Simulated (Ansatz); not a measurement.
Total density of states per atom from the program Ansatz at the r²SCAN level (PAW), in 0.25 eV bins, energy from the valence-band maximum:

(E (eV), states/eV/atom): (-5.05, 0.00); (-4.80, 0.10); (-4.55, 0.76); (-4.30, 0.32); (-4.05, 0.58); (-3.80, 0.73); (-3.55, 0.99); (-3.30, 0.90); (-3.05, 0.66); (-2.80, 0.29); (-2.55, 0.00); (-2.30, 0.02); (-2.05, 1.02); (-1.80, 0.90); (-1.55, 0.83); (-1.30, 1.03); (-1.05, 1.14); (-0.80, 1.25); (-0.55, 2.13); (-0.30, 1.22); (-0.05, 1.13); (0.20, 0.00); (0.45, 0.00); (0.70, 0.00); (0.95, 0.00); (1.20, 0.00); (1.45, 0.00); (1.70, 0.00); (1.95, 0.00); (2.20, 0.00); (2.45, 0.00); (2.70, 0.00); (2.95, 0.00); (3.20, 0.00); (3.45, 0.00); (3.70, 0.00); (3.95, 0.00); (4.20, 0.00); (4.45, 0.00); (4.70, 0.00); (4.95, 0.00); (5.20, 0.00); (5.45, 0.00); (5.70, 0.00); (5.95, 0.00); (6.20, 0.00); (6.45, 0.00); (6.70, 0.00); (6.95, 0.00); (7.20, 0.00); (7.45, 0.00); (7.70, 0.00); (7.95, 0.00); (8.20, 0.00); (8.45, 0.00); (8.70, 0.00); (8.95, 0.00); (9.20, 0.00); (9.45, 0.00); (9.70, 0.02); (9.95, 0.03); (10.20, 0.04); (10.45, 0.05); (10.70, 0.06); (10.95, 0.07); (11.20, 0.08); (11.45, 0.09); (11.70, 0.10)

**Question.** Which compound is it?
(A) BeF2, P3_121 (Be on 3a, F on 6c)
(B) TePt, R-3m (Te on 6c, Pt on 6c)
(C) BAs, CsCl type
(D) Be3Ni, I4/mmm (Be on 4d, Be on 2b, Ni on 2a)

**Answer.** A, BeF2, P3_121 (Be on 3a, F on 6c). Top 1 eV of the valence band: F 2p 99 %. Bottom 1 eV of the conduction band: Be 2s 71 %, F 2s 17 %, outside the projected shells 9 %. Projections are on Löwdin-orthogonalised atomic valence shells; empty p or d shells of many metals are not among them.

The workflow started from an entry of the Crystallography Open Database (COD), which files this formula under 4 space groups. Its standing as an ambient phase is unchecked. The r²SCAN relaxation kept the symmetry of its start; whether a distortion lowers the energy is not shown.

Potentials: the later of the program's two PAW sets.
